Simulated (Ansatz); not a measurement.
**HfN (Fm-3m), stationary points along a deformation path**

Level of theory: Ansatz 0.2.0, DFT LDA, scalar-relativistic, plane waves, PAW. Cutoff 420 eV, Γ-centred 20×20×20 k-points, Gaussian smearing of 0.15 eV. Spin–orbit coupling is left out, which can shift energies with elements as heavy as these. No spin polarisation. Energies are free energies at this smearing, counted from the undisturbed cell; pressure is positive in compression.

The starting cell (as given, not relaxed at this level; it stands at -9.4 GPa):

```
Hf N
1.0
     0.00000    2.25900    2.25900
     2.25900    0.00000    2.25900
     2.25900    2.25900    0.00000
Hf N
1 1
Direct
  0.00000 0.00000 0.00000
  0.50000 0.50000 0.50000
```

At fixed volume and fractional coordinates, lengths along (0.000, 0.000, 1.000) are scaled against those across it; ρ is that ratio over its starting value. V = 11.528 Å³/atom. Δσ is the stress along the axis less the mean stress across it (compression positive).

| ρ | ΔE (meV/atom) | Δσ (GPa) | space group |
| --- | --- | --- | --- |
| 0.707 | 2103.9 | 299.12 | I4/mmm |
| 0.850 | 369.0 | 104.71 | I4/mmm |
| 1.000 | 0.0 | 0.00 | Fm-3m |
| 1.200 | 300.3 | -58.00 | I4/mmm |
| 1.414 | 931.2 | -107.63 | I4/mmm |

Q: How does the stress give the slope of the energy, and where is the energy stationary?

A: Along the path d ln(length) is 2/3 d ln ρ on the axis and −1/3 d ln ρ across it, so dE/d ln ρ = −(2/3) V Δσ: the energy falls with ρ where Δσ is positive. Δσ vanishes or changes sign at ρ = 1.000 (Fm-3m), a minimum at 0.0 meV/atom. Pairs of stationary points between two samples would go unseen, and could change a minimum read from distant neighbours into a maximum. At ρ = 1.000 the cell is cubic, where symmetry alone makes the stress isotropic and the slope zero.

In a metal these slopes depend on the k mesh and the smearing.